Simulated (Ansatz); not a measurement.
Input file for Ansatz (a program for electronic structure):

Ansatz 0.2 input:
```yaml
crystal:
  lattice:
    - [4.0447846502, 0.0, 0.0]
    - [0.0, 4.0447846502, 0.0]
    - [0.0, 0.0, 4.0447846502]
  atoms:
    - { symbol: Sr, position: [0.5, 0.5, 0.5] }
    - { symbol: Cd, position: [0.0, 0.0, 0.0] }
kpoints:
  mp_grid: { grid: [8, 8, 8] }
  band_path:
    path:
      - [[0.0, 0.0, 0.0], [0.0, 0.5, 0.0], [0.5, 0.5, 0.0], [0.0, 0.0, 0.0], [0.5, 0.5, 0.5], [0.0, 0.5, 0.0]]  # Γ-X-M-Γ-R-X
      - [[0.5, 0.5, 0.5], [0.5, 0.5, 0.0]]  # R-M
    npoints: 12
hamiltonian:
  xc: r2scan
  pseudopotentials: { kind: paw }
magnetization: { noncollinear: true, spin_orbit: true }
scf:
  n_extra_bands: 12
  convergence: { dr2_threshold: 0.0000000001 }
  occupations: { method: gaussian, width: 0.05 }
output: { eigenvalues: true }
```

Output (shortened):

```
Pseudopotentials: kind: paw_fr
Pseudopotential: Sr, paw_fr, valence charge 10
Pseudopotential: Cd, paw_fr, valence charge 20
Functional definition: r2SCAN
non-collinear run that drives no moment, with spin-orbit …
Crystal: 2 atoms, lattice volume = 66.174 Å³
Basis set: ecut = 500 eV, 1743 PW (Γ), exchange–correlation on 120×120×120 points (64 copies of the dense FFT grid, shifted against one another)
Bands: 42, of which v1, the nominal top of the filled ones, is band 30 counted from 1 (29 counted from 0)
Symmetry: 48 space group operations + 48 with time reversal
k-points: 35 of 512
Projection manifold: j_resolved (fully-relativistic pseudo-atomic orbitals)
PAW frozen core: Sr, regenerated for the run's functional
PAW frozen core: Cd, regenerated for the run's functional
Initial density: superposition of atomic densities (chi_scale 0.1, normalization cell, long waves kept (reshape's long-wave potential 0.00 eV rms))
Initial wavefunctions: pseudopotential atomic-orbital guess
Eigensolver: davidson
Functional: x = r2scan, c = r2scan; τ floored in thin density (d = 2e-4 eV/Å³)
SCF iter   1: F=—  HF=-11812.405571 eV  |F-HF|=—  |Δ(HF+E_count)|=         —  Δρ=5.33e-2  dr2=2.90e0  dr2_τ=1.91e-2  dr2_m=0.00e0 (ungated)  ethr=3.10e-3  |M|=0.00e0 ∫|m|=0.00e0 μB  |m|>n=0.0e0 m-floor=0.0e0 τ_xc=0.0e0  β_m=0.30  ⟨swp⟩=10.1  Hψ=4196  notcnv=0  defer=36
all-band conjugate gradients solve this SCF's bands
preconditioner: auto → Kerker (q_TF=auto, 2.391 Å⁻¹)
spin=Noncollinear: Kerker preconditioning applied to the charge; magnetization (m_x, m_y, m_z) channels mix plain (no charge-response kernel on spin).
SCF iter   2: F=—  HF=-11811.912536 eV  |F-HF|=—  |Δ(HF+E_count)|=   4.93e-1  Δρ=3.03e-2  dr2=1.23e0  dr2_τ=1.93e-3  dr2_m=0.00e0 (ungated)  ethr=3.10e-3  |M|=0.00e0 ∫|m|=0.00e0 μB  |m|>n=0.0e0 m-floor=0.0e0 τ_xc=0.0e0  β_m=0.51  ⟨swp⟩=2.2  Hψ=1250  notcnv=0  defer=176
SCF iter   3: F=—  HF=-11811.576891 eV  |F-HF|=—  |Δ(HF+E_count)|=   3.36e-1  Δρ=1.03e-2  dr2=1.26e-1  dr2_τ=1.05e-3  dr2_m=0.00e0 (ungated)  ethr=3.10e-3  |M|=0.00e0 ∫|m|=0.00e0 μB  |m|>n=0.0e0 m-floor=0.0e0 τ_xc=0.0e0  β_m=0.75  ⟨swp⟩=2.9  Hψ=1305  notcnv=0  defer=174
SCF iter   4: F=—  HF=-11811.551231 eV  |F-HF|=—  |Δ(HF+E_count)|=   2.57e-2  Δρ=2.63e-3  dr2=4.35e-3  dr2_τ=5.62e-5  dr2_m=0.00e0 (ungated)  ethr=4.20e-4  |M|=0.00e0 ∫|m|=0.00e0 μB  |m|>n=0.0e0 m-floor=0.0e0 τ_xc=0.0e0  β_m=0.88  ⟨swp⟩=4.0  Hψ=1487  notcnv=0  defer=176
SCF iter   5: F=—  HF=-11811.552103 eV  |F-HF|=—  |Δ(HF+E_count)|=   8.72e-4  Δρ=5.85e-4  dr2=2.30e-4  dr2_τ=7.38e-6  dr2_m=0.00e0 (ungated)  ethr=1.45e-5  |M|=0.00e0 ∫|m|=0.00e0 μB  |m|>n=0.0e0 m-floor=0.0e0 τ_xc=0.0e0  β_m=0.94  ⟨swp⟩=3.0  Hψ=1276  notcnv=0  defer=176
SCF iter   6: F=—  HF=-11811.552327 eV  |F-HF|=—  |Δ(HF+E_count)|=   2.24e-4  Δρ=2.07e-4  dr2=2.89e-5  dr2_τ=3.01e-7  dr2_m=0.00e0 (ungated)  ethr=7.67e-7  |M|=0.00e0 ∫|m|=0.00e0 μB  |m|>n=0.0e0 m-floor=0.0e0 τ_xc=0.0e0  β_m=0.97  ⟨swp⟩=2.0  Hψ=1001  notcnv=0  defer=176
SCF iter   7: F=—  HF=-11811.552345 eV  |F-HF|=—  |Δ(HF+E_count)|=   1.76e-5  Δρ=3.62e-5  dr2=9.97e-7  dr2_τ=1.21e-8  dr2_m=0.00e0 (ungated)  ethr=9.64e-8  |M|=0.00e0 ∫|m|=0.00e0 μB  |m|>n=0.0e0 m-floor=0.0e0 τ_xc=0.0e0  β_m=0.98  ⟨swp⟩=2.0  Hψ=1001  notcnv=0  defer=176
SCF iter   8: F=—  HF=-11811.552344 eV  |F-HF|=—  |Δ(HF+E_count)|=   8.45e-7  Δρ=1.04e-5  dr2=6.72e-8  dr2_τ=5.12e-10  dr2_m=0.00e0 (ungated)  ethr=3.32e-9  |M|=0.00e0 ∫|m|=0.00e0 μB  |m|>n=0.0e0 m-floor=0.0e0 τ_xc=0.0e0  β_m=0.99  ⟨swp⟩=2.0  Hψ=1005  notcnv=0  defer=176
SCF iter  11: F=-11811.552344 eV  HF=-11811.552344 eV  |F-HF|=2.91e-11  |Δ(HF+E_count)|=  2.60e-10  Δρ=1.14e-7  dr2=9.22e-12  dr2_τ=7.48e-14  dr2_m=0.00e0 (ungated)  ethr=1.00e-12  |M|=0.00e0 ∫|m|=0.00e0 μB  |m|>n=0.0e0 m-floor=0.0e0 τ_xc=0.0e0  ⟨swp⟩=11.5  Hψ=2972  notcnv=0
SCF 1 converged in 11 iterations: F = -11811.552344 eV  dr2 = 9.22e-12
NSCF: frozen V_eff on 74 k-points
SCF converged after 11 iterations
Magnetization: |M| = 0.0000 μB,  M = (+0.0000, +0.0000, +0.0000) μB
Absolute magnetization: 0.0000 μB (∫|m|)
  site 0: m = (+0.0000, +0.0000, +0.0000) μB, |m| = 0.0000 μB  (R = 1.44 Å)
  site 1: m = (+0.0000, +0.0000, +0.0000) μB, |m| = 0.0000 μB  (R = 1.44 Å)
Free energy (F): -11811.552344 eV
Harris-Foulkes:  -11811.552344 eV  (|F-HF|=2.91e-11)
Internal energy: -11811.550410 eV  (E = F + TS)
E sigma→0 (E₀):  -11811.551377 eV
Entropy (-TS):   -0.001934 eV (-0.967 meV/atom)
Fermi energy:    8.894476 eV
--- Per-component energies (eV) ---
  E_band       = -625.018594
  E_kinetic    = 749.728983
  E_local      = -4505.587431  (includes V_loc(G=0)·N_el)
  E_nonlocal   = 231.335597
  E_hartree    = 1946.975521
  E_xc         = -331.382723
  E_vxc        = -423.915344  (∫ρ·V_xc dr)
  E_paw        = -6805.690094  (= ΣΔE_a)
  E_vpaw       = -598.038745  (= ΣTr[D̂ρ^β])
  E_aug_tail   = 0.000005  (compensation charges beyond the density's cutoff)
  E_vtau       = 27.507240  (kinetic-family band-sum trace: ∫τ·v_τ [+ j·A + Jᵃ·Aᵃ] dr)
  E_ewald      = -3096.218778
  E_core_change = -0.711490  (= ΣΔE_core)
  E_smearing   = -0.001934  (= −TS)
  E_closure    =  0.000000  (closes the sum)
  Σ components = -11811.552344   (vs F -11811.552344, Δ=0.00e0)
  [band-id]    e_kinetic+e_local+e_nonlocal+2·e_hartree+e_vxc+e_vpaw+e_augmentation_tail+e_vtau = -625.018652   (vs E_band -625.018594, Δ=-5.78e-5)
--- Band table (eV; the first three rows and the last of 35) ---
  k-point 0: bands = ["-96.7004", "-96.7004", "-60.8177", "-60.8177", "-55.0797", "-55.0797", "-55.0797", "-55.0797", "-28.3535", "-28.3535", "-10.4649", "-10.4649", "-9.3184", "-9.3184", "-9.3184", "-9.3184", "-0.4996", "-0.4996", "-0.4996", "-0.4996", "0.1742", "0.1742", "0.1742", "0.1742", "0.2625", "0.2625", "2.8628", "2.8628", "10.4883", "10.4883", "10.4883", "10.4883", "12.6605", "12.6605", "13.0926", "13.0926", "13.0926", "13.0926", "14.3751", "14.3751", "14.3751", "14.3751"]
  k-point 1: bands = ["-96.7003", "-96.7003", "-60.8177", "-60.8177", "-55.0798", "-55.0798", "-55.0797", "-55.0797", "-28.3520", "-28.3520", "-10.4725", "-10.4725", "-9.3391", "-9.3391", "-9.3159", "-9.3159", "-0.4982", "-0.4982", "-0.4901", "-0.4901", "0.1759", "0.1759", "0.1847", "0.1847", "0.2596", "0.2596", "3.0455", "3.0455", "10.0772", "10.0772", "10.5473", "10.5473", "12.3713", "12.3713", "12.6326", "12.6326", "12.8015", "12.8015", "14.4030", "14.4030", "14.8693", "14.8693"]
  k-point 2: bands = ["-96.7003", "-96.7003", "-60.8178", "-60.8178", "-55.0799", "-55.0799", "-55.0797", "-55.0797", "-28.3483", "-28.3483", "-10.4924", "-10.4924", "-9.3867", "-9.3867", "-9.3100", "-9.3100", "-0.4950", "-0.4950", "-0.4699", "-0.4699", "0.1793", "0.1793", "0.2124", "0.2124", "0.2532", "0.2532", "3.5754", "3.5754", "8.8250", "8.8250", "10.7033", "10.7033", "11.8240", "11.8240", "11.9855", "11.9855", "13.1969", "13.1969", "14.4227", "14.4227", "15.8331", "15.8331"]
  k-point 34: bands = ["-96.7002", "-96.7002", "-60.8180", "-60.8180", "-55.0802", "-55.0802", "-55.0802", "-55.0802", "-28.3229", "-28.3229", "-10.5929", "-10.5929", "-9.4720", "-9.4720", "-9.4720", "-9.4720", "-0.4462", "-0.4462", "-0.4462", "-0.4462", "0.1651", "0.1651", "0.3253", "0.3253", "0.3253", "0.3253", "7.9493", "7.9493", "8.0960", "8.0960", "8.1207", "8.1207", "8.1207", "8.1207", "13.5886", "13.5886", "13.7801", "13.7801", "13.7801", "13.7801", "15.6406", "15.6406"]
  band table: 42 of 42 bands, residual norms ≤ 1.0e-3 eV
```

Cost: around 70 core-seconds (rough) on shared cores.

Space group Pm-3m (CsCl type). The workflow started from an entry of the Crystallography Open Database (COD). Its standing as an ambient phase is unchecked. The r²SCAN relaxation kept the symmetry of its start; its stability against distortions is not shown here.

Potentials: the later of the program's two PAW sets.

Ansatz is a plane-wave DFT program.
